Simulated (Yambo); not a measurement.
KF (rock salt, space group Fm-3m, No. 225): a test of whether the lowest BSE state is resolved, against the k mesh (Yambo, LDA bands; otherwise 3 valence and 4 conduction bands, static screening with 21 bands and a 4 Ry block, scissor 4.18 eV, Tamm-Dancoff).

```csv
k mesh,direct gap (eV),lowest state (eV),difference (eV),k points taking part,rough cost
4×4×4,10.58,8.94,1.64,1.6,about 1/60
6×6×6,10.58,9.13,1.44,7.3,about 1/10
8×8×8,10.58,9.14,1.44,28,about 1/3
10×10×10,10.58,9.13,1.45,62,1
```

The last step moves the difference by 0.01 eV. On the densest mesh the state covers enough k points to be a bound exciton; its binding is converged only as far as that last step shows.

These are vertical excitations (zero momentum). The scissor comes from a G0W0 run whose convergence isn't established; costs are rough.

Geometry relaxed with LDA; primitive cell a = 3.647 Å, b = 3.647 Å, c = 3.647 Å, α = 60.00°, β = 60.00°, γ = 60.00°.
